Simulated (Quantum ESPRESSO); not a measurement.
```cif
data_Mg2Te2
_chemical_formula_sum 'Mg2 Te2'
_space_group_name_H-M_alt 'P 1'
_space_group_IT_number 1
_cell_length_a 4.56264
_cell_length_b 4.56264
_cell_length_c 7.40413
_cell_angle_alpha 90.000
_cell_angle_beta 90.000
_cell_angle_gamma 120.000
loop_
_space_group_symop_operation_xyz
  'x, y, z'
loop_
_atom_site_label
_atom_site_type_symbol
_atom_site_fract_x
_atom_site_fract_y
_atom_site_fract_z
_atom_site_occupancy
Mg1 Mg 0.33333 0.66667 0.99643 1
Mg2 Mg 0.66667 0.33333 0.49643 1
Te1 Te 0.33333 0.66667 0.37357 1
Te2 Te 0.66667 0.33333 0.87357 1
```

Cell and atoms were relaxed with PBEsol from Materials Project entry mp-1039, within its symmetry.

What does norm-conserving PBEsol (Quantum ESPRESSO, 84 Ry, with spin-orbit coupling) give for the electronic structure near the Fermi level?

The PBEsol gap is direct, 2.11 eV at Γ.
